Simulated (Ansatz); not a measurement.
## BAs with yttrium replacing B: gradients before and after relaxing the atoms

Start: a supercell of BAs (zinc blende type, F-43m) built from a structure deposited in the COD, with all atoms left at the host's positions.

```
CELL_PARAMETERS angstrom
0.00000 7.16550 7.16550
7.16550 0.00000 7.16550
7.16550 7.16550 0.00000
ATOMIC_POSITIONS crystal
Y 0.00000 0.00000 0.00000
B 0.00000 0.00000 0.33333
B 0.00000 0.00000 0.66667
B 0.00000 0.33333 0.00000
B 0.00000 0.33333 0.33333
B 0.00000 0.33333 0.66667
B 0.00000 0.66667 0.00000
B 0.00000 0.66667 0.33333
B 0.00000 0.66667 0.66667
B 0.33333 0.00000 0.00000
B 0.33333 0.00000 0.33333
B 0.33333 0.00000 0.66667
B 0.33333 0.33333 0.00000
B 0.33333 0.33333 0.33333
B 0.33333 0.33333 0.66667
B 0.33333 0.66667 0.00000
B 0.33333 0.66667 0.33333
B 0.33333 0.66667 0.66667
B 0.66667 0.00000 0.00000
B 0.66667 0.00000 0.33333
B 0.66667 0.00000 0.66667
B 0.66667 0.33333 0.00000
B 0.66667 0.33333 0.33333
B 0.66667 0.33333 0.66667
B 0.66667 0.66667 0.00000
B 0.66667 0.66667 0.33333
B 0.66667 0.66667 0.66667
As 0.08333 0.08333 0.08333
As 0.08333 0.08333 0.41667
As 0.08333 0.08333 0.75000
As 0.08333 0.41667 0.08333
As 0.08333 0.41667 0.41667
As 0.08333 0.41667 0.75000
As 0.08333 0.75000 0.08333
As 0.08333 0.75000 0.41667
As 0.08333 0.75000 0.75000
As 0.41667 0.08333 0.08333
As 0.41667 0.08333 0.41667
As 0.41667 0.08333 0.75000
As 0.41667 0.41667 0.08333
As 0.41667 0.41667 0.41667
As 0.41667 0.41667 0.75000
As 0.41667 0.75000 0.08333
As 0.41667 0.75000 0.41667
As 0.41667 0.75000 0.75000
As 0.75000 0.08333 0.08333
As 0.75000 0.08333 0.41667
As 0.75000 0.08333 0.75000
As 0.75000 0.41667 0.08333
As 0.75000 0.41667 0.41667
As 0.75000 0.41667 0.75000
As 0.75000 0.75000 0.08333
As 0.75000 0.75000 0.41667
As 0.75000 0.75000 0.75000
```

Sites (sets of like atoms) are named by element and the number of their first atom in this list.

Level of theory: DFT, PBE, plane waves and PAW, scalar-relativistic, 420 eV cutoff, Γ-centred 2×2×2 k-points, Fermi–Dirac smearing 0.01 eV (Ansatz 0.2.0).

The largest force at the start is 14 eV/Å. Relaxing the ions at fixed cell moves them by 0.450 Å at most (atom 28, As) and 0.125 Å rms.

```json
{"site": "Y", "atom": "1", "moved (Å)": "0.000", "first shell before": "4 As at 2.07 Å", "first shell after": "4 As at 2.52 Å", "V_zz before (10²¹ V/m²)": "0.00", "η before": "–"}
{"site": "B2", "atom": "2", "moved (Å)": "0.053", "first shell before": "4 As at 2.07 Å", "first shell after": "4 As at 2.01–2.06 Å", "V_zz before (10²¹ V/m²)": "0.29", "η before": "0.11"}
{"site": "B5", "atom": "5", "moved (Å)": "0.005", "first shell before": "4 As at 2.07 Å", "first shell after": "4 As at 2.06–2.08 Å", "V_zz before (10²¹ V/m²)": "0.004", "η before": "0.00"}
{"site": "B15", "atom": "15", "moved (Å)": "0.003", "first shell before": "4 As at 2.07 Å", "first shell after": "4 As at 2.07 Å", "V_zz before (10²¹ V/m²)": "-0.013", "η before": "0.01"}
{"site": "As28", "atom": "28", "moved (Å)": "0.450", "first shell before": "1 Y at 2.07 Å, 3 B at 2.07 Å", "first shell after": "3 B at 2.01 Å", "V_zz before (10²¹ V/m²)": "-20.4", "η before": "0.00"}
{"site": "As29", "atom": "29", "moved (Å)": "0.025", "first shell before": "4 B at 2.07 Å", "first shell after": "4 B at 2.02–2.08 Å", "V_zz before (10²¹ V/m²)": "1.60", "η before": "0.45"}
{"site": "As33", "atom": "33", "moved (Å)": "0.004", "first shell before": "4 B at 2.07 Å", "first shell after": "4 B at 2.06–2.07 Å", "V_zz before (10²¹ V/m²)": "0.39", "η before": "0.70"}
{"site": "As41", "atom": "41", "moved (Å)": "0.000", "first shell before": "4 B at 2.07 Å", "first shell after": "4 B at 2.06–2.07 Å", "V_zz before (10²¹ V/m²)": "-0.33", "η before": "0.00"}
```

Q: How do the gradients change?

A: 

```
site  atom  V_zz after  η after  change of V_zz
   Y     1        0.00        –            0.00
  B2     2       -0.31     0.81               –
  B5     5      -0.050     0.00           -0.05
 B15    15      -0.027     0.04           -0.01
As28    28       -24.4     0.00           -4.04
As29    29        2.13     0.24               –
As33    33       -0.78     0.69               –
As41    41       -0.70     0.00           -0.37
```

The largest change of V_zz along a kept axis is on As28, from -20.4 to -24.4. In per cent, |V_zz| changes by +20 on As (all sites that start above 0.5, bar those whose gradient vanishes or changes sign or whose main axis turns by over 40°). On As29, As33, B2 the largest principal value lies along another axis in the second run, so the two V_zz can't be compared directly. Other sites with |V_zz| of 0.02 or less aren't listed.

The defect repeats with the cell of 54 atoms, so it feels its images: sites between two images don't show the values beside a lone defect, and zeros or small values of η there can come from the images' arrangement.
Before: Without spin–orbit coupling (the program notes it for Y) the gradients can shift somewhat, as the gap is small. With a gap of 0.7 eV on this mesh, small gradients can still move by 0.1 × 10²¹ V/m² or more as the k-mesh gets denser. The cell keeps the host's lattice, where the PBE pressure is 12 GPa. The neighbours have not yet relaxed around the defect (largest force 14 eV/Å), so the values at and beside it are those of a strained start, not of the defect in a real crystal.
After: The relaxation keeps the site symmetry -43m of the start, so the impurity can't leave its site; a start off the site could end lower. With a gap of 0.9 eV on this mesh, small gradients can still move by 0.1 × 10²¹ V/m² or more as the k-mesh gets denser. The cell keeps the host's lattice, where the PBE pressure is 9 GPa.
